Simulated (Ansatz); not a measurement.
Consider the following.

NaCl₃:
```
CELL_PARAMETERS angstrom
      5.38522     0.00000     0.00000
      0.00000     5.38522     0.00000
      0.00000     0.00000     5.38522
ATOMIC_POSITIONS crystal
  Na 0.50000 0.50000 0.50000
  Na 0.00000 0.00000 0.00000
  Cl 0.50000 0.00000 0.75000
  Cl 0.50000 0.00000 0.25000
  Cl 0.75000 0.50000 0.00000
  Cl 0.25000 0.50000 0.00000
  Cl 0.00000 0.75000 0.50000
  Cl 0.00000 0.25000 0.50000
```

This is the PBEsol-relaxed structure.

**Question.** All from the program Ansatz at the PBEsol level (PAW), unless another level is named. Give the electronic character.

**Answer.** metallic (no gap).

**Question.** Give the density of states at the Fermi level.

**Answer.** 0.80 states/eV per atom (mean over ±0.08 eV).

**Question.** Give the formation energy from the elements (no fitted shifts).

**Answer.** -0.65 eV/atom.

Space group Pm-3n (A15 (Cr3Si type)). The first step of the workflow began from a Materials Project structure, measured or hypothetical; the Crystallography Open Database copy checked does not list it. Whether it is the stable phase at ambient conditions was not checked. The PBEsol relaxation kept the symmetry of its start. At this level the phase is mechanically unstable. The references are the lowest solids computed at this level, not always the standard phases (solids in place of the gases).

Potentials: the later of the program's two PAW sets.
